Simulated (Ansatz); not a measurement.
The calculation used Ansatz, DFT PBE, scalar-relativistic, plane waves, PAW. The final run on the 6-atom cell used 420 eV, a Γ-centred 10×10×10 mesh, 0.02 eV smearing and no spin polarisation.

The zero of energy is the elements' standard structures at the same level; no fitted shifts are applied. The references include black phosphorus.

Q: Propose a candidate for a tetragonal semiconductor with formula Al₂BP₃, with a gap near 0.9 eV, a formation energy near −0.34 eV/atom and about 18 Å³ per atom, in a cell of 6 atoms. Its symmetry should be I-4m2 (No. 119).

A: Al₂BP₃, space group I-4m2 (No. 119). Al is surrounded by 4 P at 2.33–2.35 Å; B has 4 P at 2.11 Å; P on a site of symmetry 2mm is surrounded by 2 B at 2.11 Å and 2 Al at 2.35 Å; P on a site of symmetry -4m2 is surrounded by 4 Al at 2.33 Å.

Space group I-4m2 (No. 119). a = 3.623 Å, b = 3.623 Å, c = 16.111 Å, α = 90.00°, β = 90.00°, γ = 90.00°
```json
{"atom": "Al", "site": "4e", "symmetry": "2mm.", "x": "0.5000", "y": "0.5000", "z": "0.1592"}
{"atom": "B", "site": "2a", "symmetry": "-4m2", "x": "0.0000", "y": "0.0000", "z": "0.0000"}
{"atom": "P", "site": "4f", "symmetry": "2mm.", "x": "0.0000", "y": "0.5000", "z": "0.0668"}
{"atom": "P", "site": "2d", "symmetry": "-4m2", "x": "0.5000", "y": "0.0000", "z": "0.2500"}
```

* Volume per atom: 17.62 Å³
* Density: 2.48 g/cm³
* Energy over the elements: −0.342 eV/atom
* Gap on the 10×10×10 mesh of the 6-atom cell: 0.90 eV

It was reached by relaxing an invented guess, and it needn't be the stable form of this composition. Other answers may fit too; this one was computed.

Kohn–Sham gaps at this level usually fall short of measured ones. The reference form of P is held partly by dispersion forces, which this level lacks. A structure relaxed within its symmetry needn't be a true minimum.
